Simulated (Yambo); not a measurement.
Yambo run on KPSO3H2 (space group Cm, No. 8). The wavefunctions come from this Quantum ESPRESSO step (PBEsol, PseudoDojo standard norm-conserving files, scalar-relativistic):

```
&CONTROL
  calculation = 'nscf'
  pseudo_dir = './pseudo'
  outdir = './out'
/
&SYSTEM
  ibrav = 0
  nat = 8
  ntyp = 5
  ecutwfc = 84.0
  ecutrho = 336.0
  occupations = 'fixed'
  force_symmorphic = .true.
  nbnd = 172
/
&ELECTRONS
  conv_thr = 8e-09
  diago_full_acc = .true.
  diago_thr_init = 1e-08
/
ATOMIC_SPECIES
H 1.0080 H.upf
O 15.9990 O.upf
P 30.9738 P.upf
S 32.0600 S.upf
K 39.0983 K.upf
CELL_PARAMETERS angstrom
  3.291970000000  -3.187320000000   0.000000000000
  3.291970000000   3.187320000000   0.000000000000
 -1.891207000000   0.000000000000   5.712028000000
ATOMIC_POSITIONS crystal
H   0.206980000000   0.829680000000   0.188920000000
H   0.829680000000   0.206980000000   0.188920000000
O   0.107080000000   0.107080000000   0.103960000000
O   0.262320000000   0.651180000000   0.269540000000
O   0.651180000000   0.262320000000   0.269540000000
P   0.344860000000   0.344860000000   0.111210000000
S   0.384810000000   0.384810000000   0.797990000000
K   0.847260000000   0.847260000000   0.611910000000
K_POINTS automatic
2 2 2 0 0 0
```

Yambo input:

```
rim_cut
gw0
dyson
el_el_corr
HF_and_locXC
ppa
em1d
RandQpts= 1000000
RandGvec= 1 Ry
EXXRLvcs= 84 Ry
VXCRLvcs= 336 Ry
Chimod= "HARTREE"
% BndsRnXp
 1 | 171 |
%
NGsBlkXp= 7 Ry
% LongDrXp
 1.0 | 1.0 | 1.0 |
%
PPAPntXp= 27.2114 eV
% GbndRnge
 1 | 171 |
%
GTermKind= "BG"
DysSolver= "n"
ExtendOut
% QPkrange
 1 | 1 | 20 | 21 |
 2 | 2 | 20 | 21 |
 3 | 3 | 20 | 21 |
 4 | 4 | 20 | 21 |
 5 | 5 | 20 | 21 |
 6 | 6 | 20 | 21 |
%
```

k points by index: 1 = Γ, 2 = (0, 0, -0.5), 3 = (0, -0.5, 0), 4 = (0, -0.5, -0.5), 5 = (-0.5, -0.5, 0), 6 = (-0.5, -0.5, -0.5).

Table of the .qp output:

```
#    K-point    Band    Eo [eV]    E [eV]    E-Eo [eV]    Vxc [eV]    Vnlxc [eV]    Sc|Eo [eV]    Sc|E [eV]    dSc/dw|Eo [eV]    Re(Z)    Im(Z)
#
    1    20    -0.029978    -1.778724    -1.748746    -12.85466    -16.54578    1.571573    1.942376    -5.769607    0.825061    -0.001086
    1    21    4.427393    5.388929    0.961535    -9.764711    -5.364007    -3.284860    -3.439168    -4.366511    0.861722    -0.895645E-3
    2    20    0.000000    -1.737551    -1.737551    -13.00262    -16.72146    1.611492    1.981285    -5.790976    0.824527    -0.001088
    2    21    5.596295    6.626993    1.030698    -9.455031    -5.044241    -3.215665    -3.380092    -4.340669    0.862427    -0.899169E-3
    3    20    -0.063063    -1.796960    -1.733897    -12.91116    -16.61246    1.598909    1.967401    -5.782758    0.824732    -0.001088
    3    21    5.557886    6.973098    1.415212    -11.83538    -6.782647    -3.379258    -3.637525    -4.965572    0.845678    -0.974814E-3
    4    20    -0.029241    -1.744788    -1.715547    -13.16144    -16.90378    1.660199    2.026798    -5.814577    0.823938    -0.001091
    4    21    5.623172    6.859393    1.236221    -10.48237    -5.840051    -3.195938    -3.406100    -4.625708    0.854706    -0.935629E-3
    5    20    -0.278521    -2.004879    -1.726359    -13.29754    -17.19778    1.805656    2.173879    -5.803758    0.824208    -0.001098
    5    21    6.062409    7.584499    1.522089    -12.48748    -7.155802    -3.515106    -3.809584    -5.264240    0.837901    -0.001014
    6    20    -0.174577    -1.873473    -1.698896    -13.49149    -17.37238    1.818354    2.181999    -5.824232    0.823697    -0.001097
    6    21    5.896592    7.427100    1.530508    -12.27889    -7.098911    -3.360643    -3.649473    -5.134886    0.841251    -0.996940E-3
```
(The two width columns are left out.) Convergence of these settings isn't established.

Geometry of the Materials Project entry, not relaxed at this level.
